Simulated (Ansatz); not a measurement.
# ReTe2: computed property card

ReTe2:
```
ReTe2
1.0
    1.67818     1.78453     6.87109
    6.95586     0.00000     0.00000
    3.42570     6.20125     0.00000
Re Te
4 8
Direct
  0.49604   0.98807   0.70241
  0.50396   0.01193   0.29759
  0.48838   0.57682   0.67745
  0.51162   0.42318   0.32255
  0.19928   0.88846   0.64174
  0.80072   0.11154   0.35826
  0.23846   0.33912   0.68539
  0.76154   0.66088   0.31461
  0.71696   0.61966   0.87767
  0.28304   0.38034   0.12233
  0.68731   0.16668   0.84788
  0.31269   0.83332   0.15212
```

Space group P-1 (No. 2); conventional cell a = 6.9559 Å, b = 7.0846 Å, c = 7.2947 Å, α = 71.01°, β = 76.70°, γ = 61.08°.

Method: plane-wave PAW LDA (Ansatz code). Geometry: relaxed at this level of theory. Other levels are named where they apply.

### Cell and energy

| Item | Value |
|---|---|
| Volume per atom | 24.70 Å³ |
| Density | 9.89 g/cm³ |
| Formation energy from the elements (no fitted shifts) | -0.083 eV/atom |

### Electronic structure

| Property | Value |
|---|---|
| Band gap | 0.23 eV (indirect) |
| Valence-band maximum | off the standard path, at k = (0.135, 0.276, 0.182) in fractions of the reciprocal vectors |
| Conduction-band minimum | off the standard path, at k = (0.151, -0.260, 0.406) in fractions of the reciprocal vectors |
| Smallest direct gap on the standard path | 0.71 eV |
| Electron effective mass | 0.53, 0.96, 1.6 mₑ (principal values) |
| Hole effective mass | 0.34, 0.49, 2.1 mₑ (principal values) |

The workflow started from a Materials Project entry (that database holds measured and hypothetical structures alike); the Crystallography Open Database copy checked does not list it. Whether it is the stable phase at ambient conditions was not checked. The LDA relaxation kept the symmetry of its start; whether a distortion lowers the energy is not shown. The run is not spin-polarised. A crystal of weakly bound layers computed without a dispersion correction: the cell and the soft elastic constants depend strongly on that. The references are the lowest solids computed at this level, not always the standard phases. Spin–orbit coupling is left out wherever it is not named.

Potentials: the later of the program's two PAW sets.
